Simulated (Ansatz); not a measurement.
All numbers below come from DFT PBE, scalar-relativistic, plane waves, PAW (Ansatz 0.2.0). Settings: cutoff 420 eV, Γ-centred meshes spaced at most about 0.3 Å⁻¹, and about 0.25 Å⁻¹ or finer for metals (2π included), Gaussian smearing. No spin polarisation in the final relaxations.

These are static total energies at zero pressure.

Two forms of Si2Bi2S were relaxed alike.

A.

Space group P-3m1 (No. 164). a = 4.227 Å, b = 4.227 Å, c = 10.173 Å, α = 90.00°, β = 90.00°, γ = 120.00°
```csv
atom,site,symmetry,x,y,z
Si,2c,3m.,0.0000,0.0000,0.2089
Bi,2d,3m.,0.3333,0.6667,0.6699
S,1a,-3m.,0.0000,0.0000,0.0000
```

B.

Space group P6/mmm (No. 191). a = 3.347 Å, b = 3.347 Å, c = 14.066 Å, α = 90.00°, β = 90.00°, γ = 120.00°
```csv
atom,site,symmetry,x,y,z
Si,2e,6mm,0.0000,0.0000,0.3507
Bi,2e,6mm,0.0000,0.0000,0.1117
S,1b,6/mmm,0.0000,0.0000,0.5000
```

Problem. Which is lower in energy, and by how much?

Solution. A is lower, by 0.33 eV/atom. A has space group P-3m1 (No. 164), 31.5 Å³/atom and no gap on its mesh; B has space group P6/mmm (No. 191), 27.3 Å³/atom and no gap. Even the lower one lies +0.21 eV/atom against the reference forms of the elements (uncorrected), so neither is stable at this level. In A, around Si lie 1 S at 2.13 Å and 3 Bi at 2.73 Å; around Bi lie 3 Si at 2.73 Å; around S lie 2 Si at 2.13 Å. In B, Si is surrounded by 1 S at 2.10 Å, 6 Si at 3.35 Å and 1 Bi at 3.36 Å; Bi has 1 Bi at 3.14 Å, 6 Bi at 3.35 Å and 1 Si at 3.36 Å; around S lie 2 Si at 2.10 Å. Both come from invented guesses. A third cell relaxed alike, in P-3m1, lies 38 meV/atom below the lower of the two.

No dispersion correction is applied, so the spacing and binding between layers, chains or molecules are poorly described (P-3m1), and this can change margins and order among such cells. These runs have no spin–orbit coupling, which can matter for Bi. The zero gap of P-3m1 may come from the functional, which often closes small gaps, or the cell may be a true semimetal. Cells relaxed within their symmetry can be saddle points.
